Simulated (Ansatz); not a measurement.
Cu₂O:
```
Cu2O
1.0
    3.00176     1.73307     2.44967
   -3.00176     1.73307     2.44967
    0.00000    -3.46613     2.44967
Cu O
4 2
Direct
  0.00000   0.00000   0.50000
  0.00000   0.50000   0.00000
  0.50000   0.50000   0.50000
  0.50000   0.00000   0.00000
  0.24992   0.24992   0.24992
  0.75008   0.75008   0.75008
```

Relaxed with r²SCAN.

Q: Map the electron localisation function on the plane through (0.500, 0.500, 0.500) spanned by u = [1, 0, 0] and v = [0, 1, 1] in lattice vectors, from r²SCAN in the plane-wave PAW code Ansatz.

A: x is the fraction of u, y of v (the angle between them is 90°; rows are the nearest grid lines); atoms in the plane: Cu at (0.00, 0.00), Cu at (0.00, 0.50), O at (0.75, 0.75), O at (0.25, 0.25).
```
|9731111000000001111379|
|8521111000000000011268|
|1111111000002356521011|
|1111111000024688985101|
|1111111000136899999621|
|3100111001258974369973|
|3100111001258974369973|
|2111111000147987789852|
|1111111000136899999621|
|1111111000002356521011|
|3211111000000122110123|
|8521111000000000011268|
|8621100000000001111258|
|3210112210000001111123|
|1101256532000001111111|
|1269999986310001111111|
|2589877897410001111112|
|3799634798521001110013|
|3799634798521001110013|
|1269999986310001111111|
|1015898864200001111111|
|1101256532000001111111|
|8621100000000001111258|
|9731111000000001111379|
```
Scale: ten equal steps from 0.027 (start of '0') to 0.855 (end of '9'), in the order '0123456789'; x runs from 0.000 to 1.00, y from 0.000 (bottom) to 1.00 (top).

The density is the valence pseudo-density with augmentation charge, so density and ELF within about 1 Å of a nucleus are not all-electron values.

Space group Pn-3m. Symmetry was held in the r²SCAN relaxation. The workflow began spin-polarised and lost its moments. No Hubbard U is applied.

Potentials: the earlier of the program's two PAW sets.
